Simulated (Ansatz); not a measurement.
## EuSb, relaxed from a zincblende start to space group I-4m2 (read at 0.02 Å)

Computed with Ansatz (plane waves, PAW, 500 eV cutoff): r²SCAN, scalar-relativistic, collinear spin, Γ-centred 8×8×4 mesh, 0.05 eV Gaussian smearing. The datasets are Ansatz's generated set soft_2.

```
CELL_PARAMETERS angstrom
0.00000 3.07629 3.07629
9.10248 3.07629 3.07629
9.10248 6.15259 0.00000
ATOMIC_POSITIONS crystal
Eu 0.00000 0.00000 0.00000
Sb 0.25000 0.25000 0.00000
Eu 0.00000 0.00000 0.50000
Sb 0.25000 0.25000 0.50000
```

This is a trial structure: such lanthanide and actinide compounds mostly take the rock-salt structure.

Magnetic state: antiferromagnetic, site spin moments Eu 6.81, -6.81 μB.

The run above is the reference. The same cell was run again with other input settings; several of them aren't fit for production, so the rows show the settings' effect and aren't properties of the material.

| keys changed | outcome | ΔE (meV/atom) | P (GPa) | gap on the mesh (eV) | cell moment (μB) | largest force component (eV/Å) | SCF iterations | rough core-seconds | new warnings |
| --- | --- | --- | --- | --- | --- | --- | --- | --- | --- |
| none (reference) | converged | 0.0 | 0.3 | metal | 0.00 | 0.000 | – | – | – |
| hamiltonian.dispersion: "d3bjatm" | converged | – | -0.2 | metal | 0.00 | 0.000 | 18 | 60 | given moment on shells |
| scf.mixing.algorithm: "msr1"; scf.mixing.beta: 0.3; scf.mixing.ndim: 8; hamiltonian.xc: "r2scan" → "lda" | converged | – | -2.3 | metal | 0.00 | 0.000 | 12 | 27 | given moment on shells |

ΔE is the energy with the smearing extrapolated to zero. It is left out where the change alters the Hamiltonian or the spin treatment. The varied runs start from atomic densities (corrected by the program's trained start where that serves), with the default search for lower states unless a row changes it, while the reference went on from a saved state, so a magnet may end in another state whatever the setting.

Task: What happens with these changes: hamiltonian.dispersion: "d4"; hamiltonian.hubbard: {"sites": [{"species": "Eu", "l": "f", "u_eff": 4.0}], "double_counting": "fll"}?

Result: outcome converged, P (GPa) 0.9, gap on the mesh (eV) metal, cell moment (μB) 0.00, largest force component (eV/Å) 0.000, SCF iterations 19, rough core-seconds 60, new warnings filled band counts differ across k points.

In «hamiltonian.dispersion: "d4"; hamiltonian.hubbard: {"sites": [{"species": "Eu", "l": "f", "u_eff": 4.0}], "double_counting": "fll"}» the pressure rises though a dispersion correction pulls inward, so the other changes outweigh it.

The pair part of a dispersion correction pulls inward (a three-body part mostly pushes out), and in metals and ionic crystals with large ions it often overbinds.

At this volume the pressure is 0.26 GPa; it isn't quite the equilibrium of this level of theory.

Of the reference: Without a U the 4f levels of Eu lie too near the Fermi level, so their share of the states there, and what hangs on it, is overstated. These numbers lack spin–orbit coupling. The run wasn't fully tested for a lower electronic state. Site moments are of spin, integrated over atomic spheres. For an f⁶ shell, the formal count of Eu here, Hund's rules give L = S = 3 and J = 0, a non-magnetic ion. Spin-polarised DFT, with or without U, favours a large spin moment instead, a known failure, so moments and magnetic energies here aren't predictions.
